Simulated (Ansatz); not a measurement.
**Is this Si3Bi2Te2 structure a true minimum?**

It was reached by relaxing an invented guess, and it needn't be the stable form of this composition.

Theory: Ansatz, DFT PBE, scalar-relativistic, plane waves, PAW. Settings: cutoff 420 eV, Γ-centred mesh 8×8×8 on the computed 7-atom cell, Gaussian smearing of 0.10 eV; no spin polarisation.

The cell below (7 atoms, space group I4/mmm (No. 139)) is relaxed within its symmetry.

```
CELL_PARAMETERS angstrom
-2.85007 2.85007 6.29903
2.85007 -2.85007 6.29903
2.85007 2.85007 -6.29903
ATOMIC_POSITIONS crystal
Si 0.50000 0.50000 0.00000
Si 0.30362 0.30362 0.00000
Si 0.69638 0.69638 0.00000
Bi 0.50000 0.00000 0.50000
Bi 0.00000 0.50000 0.50000
Te 0.75000 0.25000 0.50000
Te 0.25000 0.75000 0.50000
```

For the test it was strained at random (σ = 1.5 % a component), the atoms were moved at random (σ = 0.15 Å), and all was relaxed again on a coarse 4×4×4 mesh (in the run’s order of axes) with 0.20 eV smearing, with no symmetry imposed.

These runs have no spin–orbit coupling, which can matter for Bi and Te.

Q: What happens?

A: It doesn't return. The energy falls by 78 meV/atom on that mesh, the volume changes by 8.2 %, and the end has space group Fmm2 (No. 42) at a loose tolerance. Relaxed again on a 6×6×6 mesh with 0.10 eV smearing, the new structure lies 84 meV/atom below the first (mesh in the axes of the run's cell; the cell below is made exact in the group named). Space group Fmm2 (No. 42), orthorhombic, a = 7.848 Å, b = 12.307 Å, c = 9.262 Å. Si on a site of symmetry mm2 is surrounded by 2 Si at 2.46 Å, 2 Bi at 2.78 Å and 2 Bi at 3.33 Å; Si on a site of symmetry m has 1 Si at 2.46 Å and 2 Te at 2.72 Å; Bi has 1 Si at 2.78 Å, 1 Bi at 3.05 Å, 2 Te at 3.15 Å and 1 Si at 3.33 Å; Te has 2 Si at 2.72 Å and 2 Bi at 3.15 Å.

```yaml
crystal:
  lattice:
    - [0.00000, 6.15367, 4.63097]
    - [3.92377, 0.00000, 4.63097]
    - [3.92377, 6.15367, 0.00000]
  atoms:
    - { symbol: Si, position: [0.51457, 0.51457, 0.48543] }
    - { symbol: Si, position: [0.31878, 0.71926, 0.28074] }
    - { symbol: Si, position: [0.71926, 0.31878, 0.68122] }
    - { symbol: Bi, position: [0.45843, 0.06964, 0.54157] }
    - { symbol: Bi, position: [0.06964, 0.45843, 0.93036] }
    - { symbol: Te, position: [0.71123, 0.71123, 0.78877] }
    - { symbol: Te, position: [0.21123, 0.21123, 0.28877] }
```
